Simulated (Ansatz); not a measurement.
Hf5Ga3:
```
CELL_PARAMETERS angstrom
      7.95967     0.00000     0.00000
     -3.97984     6.89328     0.00000
      0.00000     0.00000     5.68016
ATOMIC_POSITIONS crystal
  Hf 0.33333 0.66667 0.00000
  Hf 0.66667 0.33333 0.00000
  Hf 0.66667 0.33333 0.50000
  Hf 0.33333 0.66667 0.50000
  Hf 0.24272 0.00000 0.25000
  Hf 0.75728 0.00000 0.75000
  Hf 0.24272 0.24272 0.75000
  Hf 0.75728 0.75728 0.25000
  Hf 0.00000 0.24272 0.25000
  Hf 0.00000 0.75728 0.75000
  Ga 0.60746 0.00000 0.25000
  Ga 0.39254 0.00000 0.75000
  Ga 0.60746 0.60746 0.75000
  Ga 0.39254 0.39254 0.25000
  Ga 0.00000 0.60746 0.25000
  Ga 0.00000 0.39254 0.75000
```

Relaxed with r²SCAN. Special points in fractions of this cell's reciprocal vectors: Γ (0.000, 0.000, 0.000); M (0.500, 0.000, 0.000); K (0.333, 0.333, 0.000); A (0.000, 0.000, 0.500); L (0.500, 0.000, 0.500); H (0.333, 0.333, 0.500).

Q: List the band energies nearest the Fermi level at these points for DFT-r²SCAN in the program Ansatz with PAW potentials.

A: In eV from the Fermi level; about four levels below and three above (degenerate sets whole), none deeper than 8.9 eV; points with the same levels are listed once.

```json
[
 {"k": "Γ", "below": "-0.54 -0.54 -0.23 -0.10", "above": "0.05 0.05 0.68"},
 {"k": "M", "below": "-0.63 -0.32 -0.14 -0.06", "above": "0.04 0.72 0.75"},
 {"k": "K", "below": "-0.61 -0.61 -0.41 -0.13", "above": "0.02 0.02 0.64"},
 {"k": "A", "below": "-0.46 -0.46 -0.46 -0.46", "above": "1.04 1.04 1.09 1.09"},
 {"k": "L", "below": "-0.51 -0.51 -0.17 -0.17", "above": "0.30 0.30 0.60 0.60"},
 {"k": "H", "below": "-0.97 -0.97 -0.42 -0.42", "above": "0.08 0.08 0.08 0.08"}
]
```

Space group P6_3/mcm. The first step of the workflow began from a Materials Project structure, measured or hypothetical; the Crystallography Open Database files this formula in space group No. 193, but the cells were not matched. Its standing as an ambient phase is unchecked. The cell was relaxed with r²SCAN under the symmetry of its start; its stability against distortions is not shown here. The run is not spin-polarised. Spin–orbit coupling is left out wherever it is not named.

Potentials: the later of the program's two PAW sets.
